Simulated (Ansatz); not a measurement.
Relaxed CeO₂ (fluorite):

```
CELL_PARAMETERS angstrom
      0.00000     2.71868     2.71868
      2.71868     0.00000     2.71868
      2.71868     2.71868     0.00000
ATOMIC_POSITIONS crystal
  Ce 0.00000 0.00000 0.00000
  O  0.25000 0.25000 0.25000
  O  0.75000 0.75000 0.75000
```

Scan: atom 1 (Ce, nearest neighbour O at 2.354 Å; its periodic images, 3.8 Å or more away, move with it) is displaced along Cartesian x, direction (1.000, 0.000, 0.000) in Cartesian axes, by s. The other atoms stay.

All values below come from r2SCAN (plane waves to 500 eV, PAW, scalar-relativistic; Ansatz, a quantum-chemistry and plane-wave program). k mesh 9×9×9 (Γ-centred), Fermi-Dirac smearing 0.05 eV. E stands for the smeared free energy. CeO2 is run without spin polarisation. CeO2 was relaxed with its symmetry unable to fall. The f-shell state is unchecked: a lower one may exist. ΔE is measured from the undisplaced structure.

Successive frames, forces in eV/Å:

| frame | ΔE (eV/cell) | F on Ce1 | F on O2 | F on O3 |
|---|---|---|---|---|
| s = 0.240 Å | 0.2022 | (-1.720, 0.000, 0.000) | (0.860, 0.000, 0.000) | (0.860, 0.000, 0.000) |
| s = 0.192 Å | 0.1284 | (-1.358, 0.000, 0.000) | (0.679, 0.000, 0.000) | (0.679, 0.000, 0.000) |
| s = 0.144 Å | 0.0717 | (-1.005, 0.000, 0.000) | (0.503, 0.000, 0.000) | (0.503, 0.000, 0.000) |
| s = 0.096 Å | 0.0317 | (-0.663, 0.000, 0.000) | (0.332, 0.000, 0.000) | (0.332, 0.000, 0.000) |

Task: What are the energy and the forces in the next frame, s = 0.048 Å?

Result: ΔE (eV/cell) = 0.0079.

```json
[
 {"atom": "Ce1", "Fx": "-0.329", "Fy": "0.000", "Fz": "0.000"},
 {"atom": "O2", "Fx": "0.165", "Fy": "0.000", "Fz": "0.000"},
 {"atom": "O3", "Fx": "0.165", "Fy": "0.000", "Fz": "0.000"}
]
```

(A displaced cell: forces are minus the slopes of the energy, force constants its curvatures, and phonons follow from these.)
